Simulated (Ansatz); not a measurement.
## Stability checks on a candidate for BaH₄

It was reached by relaxing an invented guess, and it needn't be the stable form of this composition.

Computed with Ansatz, DFT PBE, scalar-relativistic, plane waves, PAW. Cutoff 420 eV, Γ-centred 6×6×6 mesh (5-atom cell), Gaussian smearing of 0.02 eV, no spin polarisation.

```xyz
5
Lattice="2.2908 1.3226 3.5363 -2.2908 1.3226 3.5363 0.0000 -2.6452 3.5363" Properties=species:S:1:pos:R:3 pbc="T T T"
Ba    0.0000    0.0000    0.0000
H     0.0000    0.0000    7.8597
H     0.0000    0.0000    2.7491
H     0.0000    0.0000    4.9192
H     0.0000    0.0000    5.6896
```

The zero of energy is the elements' standard structures at the same level (H₂ as a molecule); no fitted shifts are applied.

Problem. These tests were run: energy against the elements; phonons on a 2×2×2 q mesh; elastic tensor. What do they show?

Solution.

| test | result |
| --- | --- |
| energy against the elements | −0.283 eV/atom |
| phonons on a 2×2×2 q mesh | no imaginary mode on the mesh, but the interpolation dips to 12i cm⁻¹ between its points |
| elastic tensor | least eigenvalue 6 GPa |

It fails none of these tests outright. Whether a mixture of other phases lies lower isn't tested here. Undecided within the accuracy: phonons on a 2×2×2 q mesh.

With hydrogen, zero-point motion can shift formation energies by some tens of meV/atom. The run for the phonons used a 6×6×6 k mesh. The run for the elastic tensor used a 6×6×6 k mesh.
